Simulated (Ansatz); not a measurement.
K$_{2}$PdF$_{6}$:
```
CELL_PARAMETERS angstrom
      5.70949     0.00000     0.00000
     -2.85474     4.94456     0.00000
      0.00000     0.00000     4.61518
ATOMIC_POSITIONS crystal
  K  0.33333 0.66667 0.71646
  K  0.66667 0.33333 0.28354
  Pd 0.00000 0.00000 0.00000
  F  0.83733 0.16267 0.77363
  F  0.16267 0.83733 0.22637
  F  0.83733 0.67466 0.77363
  F  0.16267 0.32534 0.22637
  F  0.32534 0.16267 0.77363
  F  0.67466 0.83733 0.22637
```

Relaxed with r²SCAN.

Task: Give the Bader charges and basin volumes of the independent atoms, r²SCAN (plane waves, PAW; program Ansatz).

Result: 

```csv
atom,Bader charge (e),Bader volume (Å³)
K1,+0.91,18.2
Pd3,+1.87,10.3
F4,-0.62,13.9
```

Space group P-3m1. The workflow started from a Materials Project entry (that database holds measured and hypothetical structures alike); the Crystallography Open Database files this formula in space group No. 164, but the cells were not matched. Its standing as an ambient phase is unchecked. The r²SCAN relaxation kept the symmetry of its start; its stability against distortions is not shown here. No spin polarisation was allowed.

Potentials: the later of the program's two PAW sets.
